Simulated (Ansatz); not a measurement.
MgH2:
```
CELL_PARAMETERS angstrom
      4.42055     0.00000     0.00000
      0.00000     5.33941     0.00000
      0.00000     0.00000     4.84286
ATOMIC_POSITIONS crystal
  Mg 0.50000 0.83082 0.75000
  Mg 0.50000 0.16918 0.25000
  Mg 0.00000 0.66918 0.25000
  Mg 0.00000 0.33082 0.75000
  H  0.73034 0.89427 0.42106
  H  0.26966 0.10573 0.57894
  H  0.76966 0.60573 0.92106
  H  0.23034 0.39427 0.07894
  H  0.23034 0.60573 0.57894
  H  0.76966 0.39427 0.42106
  H  0.26966 0.89427 0.07894
  H  0.73034 0.10573 0.92106
```

Relaxed with LDA. Special points in fractions of this cell's reciprocal vectors: Γ (0.000, 0.000, 0.000); X (0.500, 0.000, 0.000); S (0.500, 0.500, 0.000); Y (0.000, 0.500, 0.000); Z (0.000, 0.000, 0.500); U (0.500, 0.000, 0.500); R (0.500, 0.500, 0.500); T (0.000, 0.500, 0.500).

Task: List the band energies nearest the valence-band maximum at these points for DFT-LDA in the program Ansatz with PAW potentials.

Result: In eV from the valence-band maximum; about four levels below and three above (degenerate sets whole), none deeper than 8.9 eV; points with the same levels are listed once.

```csv
k,below,above
Γ,-2.00 -0.97 -0.26 0.00,3.44 4.22 5.62
X,-1.67 -1.67 -1.14 -1.14,3.63 3.63 5.30 5.30
S,-1.16 -1.16 -0.70 -0.70,4.74 4.74 4.87 4.87
Y,-1.15 -1.15 -0.54 -0.54,4.50 4.50 5.06 5.06
Z,-1.04 -1.04 -0.75 -0.75,4.65 4.65 4.98 4.98
U,-1.22 -1.22 -1.22 -1.22,4.00 4.00 4.00 4.00
R,-2.60 -2.60 -2.60 -2.60,6.94 6.94 6.94 6.94
T,-0.41 -0.41 -0.41 -0.41,5.82 5.82 5.82 5.82
```

Space group Pbcn. The first step of the workflow began from a Materials Project structure, measured or hypothetical; the Crystallography Open Database copy checked does not list it. It is not the phase usual at ambient conditions (space group No. 136). The cell was relaxed with LDA under the symmetry of its start; phonons on a q-mesh show no instability.

Potentials: the later of the program's two PAW sets.
